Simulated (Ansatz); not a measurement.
In r²SCAN in the plane-wave PAW code Ansatz, SiO$_{2}$ in the trigonal phase (P3_121; Si on 3b, O on 6c) relaxes to a = 4.920 Å, c = 5.416 Å. Si has 4 nearest neighbours from 1.61 Å (tetrahedral); O has 2 nearest neighbours from 1.61 Å (bent). Its formation energy from the elements is -2.99 eV/atom, with no fitted shifts.

It is gapped at this level: 6.60 eV (indirect). The valence maximum lies at K and the conduction minimum at Γ. The screened hybrid HSE06 puts the gap at 7.78 eV. The electron mass is 0.49 mₑ (isotropic). The hole mass is 1.5, 8.0, 8.0 mₑ (principal values).

An equation-of-state fit gives a bulk modulus of 39.3 GPa. Bader charges are Si +3.37, O -1.68 e.

The cell was relaxed with r²SCAN under the symmetry of its start. The references are the lowest solids computed at this level, not always the standard phases (solids in place of the gases).

Potentials: the later of the program's two PAW sets.
